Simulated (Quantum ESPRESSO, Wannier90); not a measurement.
## Tight-binding from DFT: RbBr (CsCl type)

```
CELL_PARAMETERS angstrom
      4.12608     0.00000     0.00000
      0.00000     4.12608     0.00000
      0.00000     0.00000     4.12608
ATOMIC_POSITIONS crystal
  Rb 0.00000 0.00000 0.00000
  Br 0.50000 0.50000 0.50000
```

Materials Project entry mp-23303; symmetrised, unrelaxed at this level. Not found in the COD (Crystallography Open Database) copy used, which has the formula in other groups; not checked further. Computed values, not measurements, from LDA: Quantum ESPRESSO (norm-conserving PseudoDojo potentials, cutoff 36 Ry, no spin polarisation, no spin-orbit coupling) on a Γ-centred 6×6×6 mesh, then Wannier90. Density: 8×8×8 mesh, cold smearing 0.01 Ry. Spin-orbit coupling, left out, would split the p-like bands by a few tenths of an eV.

Functional, cutoff and mesh named above are those of the base row (6×6×6); the first column says what each row takes instead. Model: 4 functions from bands 2,6-8, start SCDM (isolated) (the valence bands). Energies are relative to the valence-band maximum; the misfit is to pw.x on a path, for all bands of the set. Only the mesh of Bloch states changes. Ω_total can sit in another minimum from row to row; Ω_I of an isolated set cannot. A star marks runs that hit the step limit.

```csv
mesh,Ω_I (Å²),Ω_total (Å²),rms misfit (meV),k-points (cost),rough cost of nscf and overlaps (first row = 1)
2×2×2,4.05,4.86,74,8,1.0
3×3×3,___,5.61,40,27,1.4
4×4×4,5.04,5.91,6.6,64,2.5
5×5×5,5.19,6.06*,5.3,125,4
6×6×6,5.27,6.15,1.4,216,7
7×7×7,5.32,6.20,0.9,343,10
```

Problem. Some entries are withheld; supply them.

Solution. 
- 3×3×3, Ω_I (Å²): 4.75
